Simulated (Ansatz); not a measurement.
Sr2SnO4:
```xyz
7
Lattice="-2.0064 2.0064 6.2026 2.0064 -2.0064 6.2026 2.0064 2.0064 -6.2026" Properties=species:S:1:pos:R:3 pbc="T T T"
Sr     0.0000     0.0000     8.0141
Sr     0.0000     0.0000     4.3911
Sn     0.0000     0.0000     0.0000
O      0.0000     0.0000    10.3602
O      0.0000     0.0000     2.0450
O      0.0000     2.0064     0.0000
O      2.0064     0.0000     0.0000
```

Relaxed with LDA. Special points in fractions of this cell's reciprocal vectors: Γ (0.000, 0.000, 0.000); X (0.000, 0.000, 0.500); P (0.250, 0.250, 0.250); N (0.000, 0.500, 0.000); M (0.500, 0.500, -0.500); S (0.276, 0.724, -0.276); S0 (-0.276, 0.276, 0.276); R (-0.052, 0.052, 0.500); G (0.500, 0.500, -0.052).

Q: List the band energies nearest the valence-band maximum at these points for plane-wave PAW LDA (Ansatz code).

A: In eV from the valence-band maximum; about four levels below and three above (degenerate sets whole), none deeper than 8.9 eV; points with the same levels are listed once.

```csv
k,below,above
Γ,-0.78 -0.78 -0.73 -0.40 -0.40,3.12 4.76 5.29
X,-0.73 -0.45 -0.44 0.00,5.15 6.23 6.57
P,-0.53 -0.45 -0.29 -0.29,5.64 5.64 6.23
N,-1.02 -0.90 -0.58 -0.31,6.31 6.42 6.68
M,-0.61 -0.61 -0.54 -0.54,3.92 4.36 5.08
S,-1.10 -0.88 -0.48 -0.30,6.00 6.52 6.59
R,-0.84 -0.83 -0.50 -0.44 -0.01,5.25 6.13 6.74
```

Space group I4/mmm. The first step of the workflow began from a Materials Project structure, measured or hypothetical; the Crystallography Open Database files this formula in space group No. 139, but the cells were not matched. Whether it is the stable phase at ambient conditions was not checked. Symmetry was held in the LDA relaxation; of distortions, only those at the zone centre were tested. Spin–orbit coupling is left out wherever it is not named.

Potentials: the later of the program's two PAW sets.
